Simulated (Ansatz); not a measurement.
Notes on CaZn

```
CELL_PARAMETERS angstrom
0.00000 3.61956 3.61956
3.61956 0.00000 3.61956
3.61956 3.61956 0.00000
ATOMIC_POSITIONS crystal
Ca 0.00000 0.00000 0.00000
Ca 0.25000 0.25000 0.25000
Zn 0.50000 0.50000 0.50000
Zn 0.75000 0.75000 0.75000
```

Level: r2SCAN, no spin polarisation; 500 eV; 8×8×8 Γ-centred mesh; fermi-dirac occupations (width 0.1 eV); Ansatz 0.2.0, fixed geometry.

Which element gives electrons and which takes them?

Bader charges in e: Ca +1.19, Zn -1.19. In the mean Ca gives up most and Zn takes most.

Is the cell too large or too small?

The pressure is -2.9 GPa (compression positive), so with the atoms held at these fractions the cell would first shrink.

Metal or insulator?

It is a metal, with about 0.48 states/eV a cell as the mean within 0.25 eV of the Fermi level.

What do density and ELF say about some of the short contacts?

Ca–Zn at 3.13 Å: least valence density 0.10 e/Å³ and ELF 0.09 there. Ca–Ca at 3.13 Å: least valence density 0.05 e/Å³ and ELF 0.02 there. Zn–Zn at 3.13 Å: least valence density 0.15 e/Å³ and ELF 0.46 there. Both are smooth PAW fields, read partly inside the augmentation spheres.

Origin: a known structure type with other elements, at an estimated volume, so it need not be a known compound.
